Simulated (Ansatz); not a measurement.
Sc₂InC in space group P6_3/mmc (No. 194; Sc on 4f, In on 2d, C on 2a) at seven volumes, the program Ansatz at the r²SCAN level (PAW), shape and atoms relaxed at each. One row is withheld.

```csv
V (Å³/atom),P (GPa)
16.887,10.31
17.444,6.32
18.001,2.91
18.557,-0.01
19.114,-2.50
19.671,?
20.227,-6.42
```

Problem. Fit the shown pressures and predict the withheld one.

Solution. P = (3/2)B₀(x^(7/2) − x^(5/2))[1 + (3/4)(B′ − 4)(x − 1)] with x = (V₀/V)^(2/3). Least squares on the six rows gives V₀ = 18.556 Å³/atom, B₀ = 89.5 GPa, B′ = 4.26. At V = 19.671, x = 0.9618 and P = -4.61 GPa. The run itself gave -4.62 GPa.

The first step of the workflow began from a Materials Project structure, measured or hypothetical; the Crystallography Open Database copy checked does not list it. Whether it is the stable phase at ambient conditions was not checked. The r²SCAN relaxation kept the symmetry of its start; of distortions, only those at the zone centre were tested. No spin polarisation was allowed.

Potentials: the later of the program's two PAW sets.
